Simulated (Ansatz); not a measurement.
**Mg5ZnS6 (P31m) at 2 levels of theory**

One geometry, relaxed with PBE; plane waves with PAW potentials in Ansatz, scalar-relativistic. No spin polarisation. Gaps are the least over mesh and band path; pressure is positive in compression.

```yaml
crystal:
  lattice:
    - [6.95951, 0.00000, 0.00000]
    - [-3.47976, 6.02711, 0.00000]
    - [0.00000, 0.00000, 6.46989]
  atoms:
    - { symbol: Mg, position: [0.00000, 0.66983, 0.00241] }
    - { symbol: Mg, position: [0.66983, 0.00000, 0.00241] }
    - { symbol: Mg, position: [0.33017, 0.33017, 0.00241] }
    - { symbol: Mg, position: [0.33333, 0.66667, 0.50295] }
    - { symbol: Mg, position: [0.66667, 0.33333, 0.50295] }
    - { symbol: Zn, position: [0.00000, 0.00000, 0.50421] }
    - { symbol: S, position: [0.00000, 0.67689, 0.38468] }
    - { symbol: S, position: [0.67689, 0.00000, 0.38468] }
    - { symbol: S, position: [0.32311, 0.32311, 0.38468] }
    - { symbol: S, position: [0.33333, 0.66667, 0.88427] }
    - { symbol: S, position: [0.00000, 0.00000, 0.87012] }
    - { symbol: S, position: [0.66667, 0.33333, 0.88427] }
```

```tsv
level	cutoff (eV)	k mesh	gap (eV)	pressure (GPa)
PBE	420	6×6×4	3.14	0.0
```

**Question.** What comes out on the same cell with PBEsol?

**Answer.**
| level | cutoff (eV) | k mesh | gap (eV) | pressure (GPa) |
| --- | --- | --- | --- | --- |
| PBEsol | 420 | 6×6×4 | 2.98 | -1.6 |

It was reached by relaxing an invented guess, and it needn't be the stable form of this composition.
